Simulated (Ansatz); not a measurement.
# W: energy along a strain

W, Im-3m, a = 3.195 Å (as given, not relaxed at this level: -11.5 GPa). Ansatz: PBEsol, PAW, 420 eV, Γ-centred 20×20×20 mesh on 1 atom, Gaussian smearing 0.15 eV; no spin polarisation. Cell vectors (Å): -1.597 1.597 1.597; 1.597 -1.597 1.597; 1.597 1.597 -1.597. The cell is strained by x per cent times the pattern (0 0 0 0 1 0) in the order xx yy zz yz xz xy (engineering shears), with fractional coordinates held. y is the free energy over the start, V0 = 16.301 Å³/atom. Symmetry makes y even in x. Points with a strain past 8.5 % were computed too (2) and aren't used here.

```
x (%) y (meV/atom)
-5.00         16.64
 0.00          0.00
 1.25          1.06
 2.50             ?
 3.75          9.41
 6.25         25.95
 7.50         37.37
```

Fit y = c2 x² + c4 x⁴ to the other rows, get the stiffness along the pattern, and predict the missing energy.

Least squares on the rows shown. y = 0.66720 x² − 5.4683×10⁻⁵ x⁴. The clamped-ion stiffness p·C·p = 2 × 6.672 eV × 160.2 / 16.301 Å³ = 131 GPa, which is C55 in these axes (C44 of the cubic crystal) (second derivative at the start, which stands under stress). At x = 2.50 the fit asked for gives 4.17 meV/atom. The run gave 4.21 meV/atom, so the fit is 0.04 meV/atom too low, within twice the rms miss on the fitted rows (0.02 meV/atom).

Spin–orbit coupling is left out, which can shift energies with elements as heavy as these.